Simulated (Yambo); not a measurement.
Yambo run on Na2PdC2 (space group P-3m1, No. 164). The wavefunctions are PBEsol (pw.x of Quantum ESPRESSO, ONCV potentials, scalar-relativistic) ones on a 3×3×2 mesh (22 occupied bands); a = 4.512 Å, b = 4.512 Å, c = 5.283 Å, α = 90.00°, β = 90.00°, γ = 120.00°.

Yambo input:

```
rim_cut
gw0
dyson
el_el_corr
HF_and_locXC
mpa
em1d
RandQpts= 1000000
RandGvec= 1 Ry
EXXRLvcs= 88 Ry
VXCRLvcs= 352 Ry
Chimod= "HARTREE"
% BndsRnXm
 7 | 176 |
%
NGsBlkXm= 8 Ry
% LongDrXm
 1.0 | 1.0 | 1.0 |
%
EnSampXm= "2l"
EnGridXm= "lP"
% EnRngeXm
 0.0 | 40.0 | eV
%
% ImRngeXm
 2.72114 | 27.21138 | eV
%
% DmRngeXm
 0.02721 | 2.72114 | eV
%
ETStpsXm= 8
IntSolXm= "PT"
% GbndRnge
 1 | 176 |
%
GTermKind= "none"
DysSolver= "n"
ExtendOut
% QPkrange
 2 | 2 | 22 | 22 |
 4 | 4 | 22 | 23 |
%
```

k points by index: 2 = A, 4 = (0, 0.333, -0.5).

Resulting energies as the program prints them:

```
#    K-point    Band    Eo [eV]    E [eV]    E-Eo [eV]    Vxc [eV]    Vnlxc [eV]    Sc|Eo [eV]    Sc|E [eV]    dSc/dw|Eo [eV]    Re(Z)    Im(Z)
#
    2    22    0.000000    -0.315245    -0.315245    -20.06140    -24.08960    3.575882    3.712955    -11.80986    0.697340    -0.002322
    4    22    -0.048912    -0.364439    -0.315527    -20.09159    -24.18058    3.635345    3.773469    -11.89094    0.695895    -0.002231
    4    23    1.665206    2.072364    0.407158    -11.58786    -8.338260    -2.705369    -2.842438    -9.154302    0.748232    -0.005366
```
(The two width columns are left out.) Convergence of these settings isn't established.

Spin-orbit coupling is not included.

Geometry of the Materials Project entry, not relaxed at this level.

The structure is a Materials Project entry; no match was found in the copy of COD used, and its stability was not checked.
